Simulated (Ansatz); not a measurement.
**Question.** Each is relaxed and computed with plane-wave PAW LDA (Ansatz code). Which alone has a direct gap?
(A) Cs3HSe2O8, C2/m (Pearson symbol mS28)
(B) LaH3O3, P6_3/m (La on 2d, H on 6h, O on 6h)
(C) La2O3, La2O3 or Ni2Al3 type
(D) K2H6PbO6, R-3 (K on 6c, H on 18f, Pb on 3a, O on 18f)

**Answer.** B, LaH3O3, P6_3/m (La on 2d, H on 6h, O on 6h). LaH3O3: gap 3.70 eV (direct); K2H6PbO6: gap 2.24 eV (indirect); Cs3HSe2O8: gap 4.02 eV (indirect); La2O3: gap 3.73 eV (indirect). Standing as an ambient phase not checked: LaH3O3, P6_3/m (La on 2d, H on 6h, O on 6h); K2H6PbO6, R-3 (K on 6c, H on 18f, Pb on 3a, O on 18f); Cs3HSe2O8, C2/m (Pearson symbol mS28). Unstable at this level: LaH3O3, P6_3/m (La on 2d, H on 6h, O on 6h). All cells were relaxed under the symmetry of their starts (and spin orders); stability against distortions was not tested throughout. Spin–orbit coupling is left out wherever it is not named.

Potentials: the later of the program's two PAW sets.
